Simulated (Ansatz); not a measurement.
**Field gradients at the nuclei in PH₆NO₄**

The cell is a Materials Project structure (computed, not necessarily an observed phase), taken as it stands.

Space group I-42d (No. 122); a = 7.3873, c = 7.9485 Å.

```
site  Wyckoff  site symmetry       x       y       z
  H1      16e              1  0.3854  0.5195  0.0739
  H7       8d            .2.  0.2500  0.3547  0.3750
   P       4a           -4..  0.0000  0.5000  0.2500
   N       4b           -4..  0.0000  0.0000  0.5000
   O      16e              1  0.3488  0.9124  0.6407
```

One atom of each set is listed; the run and its k-mesh use a cell of 24 atoms with edges of 6.56, 6.56, 6.56 Å.

All values are calculated (Ansatz; DFT, PBE, plane waves and PAW, scalar-relativistic, 420 eV cutoff, Γ-centred 5×5×5 k-points, Fermi–Dirac smearing 0.02 eV), not measured.

Conventions: |V_zz| ≥ |V_yy| ≥ |V_xx|, η = (V_xx − V_yy)/V_zz, C_Q = eQV_zz/h.

²H: I = 1, Q = 2.858 mb; ¹⁴N: I = 1, Q = 20.44 mb; O-17: I = 5/2, Q = -25.58 mb. Q values from Pyykkö, Mol. Phys. 116, 1328 (2018).

| site | atoms | first shell | V_zz (10²¹ V/m²) | η | C_Q (MHz) |
| --- | --- | --- | --- | --- | --- |
| H1 | 8 | 1 N at 1.04 Å; also 1 O at 1.88 Å | 2.66 | 0.03 | 0.184 |
| H7 | 4 | 2 O at 1.21 Å, angle 176° | 0.54 | 0.24 | 0.037 |
| P | 2 | 4 O at 1.56 Å | 0.63 | 0.00 | – |
| N | 2 | 4 H at 1.04 Å | -0.16 | 0.00 | -0.078 |
| O | 8 | 1 H at 1.21 Å, 1 P at 1.56 Å, angle 116°; also 1 H at 1.88 Å | 9.43 | 0.58 | -5.83 |

An axis of threefold or higher order runs through P and N, so V_zz lies along it and η is zero. At H1 V_zz points along its bond to N (within 2°). At H7 V_zz points along the line of its two bonds (within 2°).

P has no stable isotope with a ground-state quadrupole moment in the table, so no C_Q is given.

The lattice is static: at room temperature ammonium may turn and average the couplings of its hydrogen.

Hardware: 1 thread of Arm Neoverse V2 (aarch64; 8 cores open to the job, memory cap 2.5 GiB, no GPU), a shared host with a load of 0.5 a core. Wall time 28 s, CPU time 28 s, peak memory 0.5 GiB.
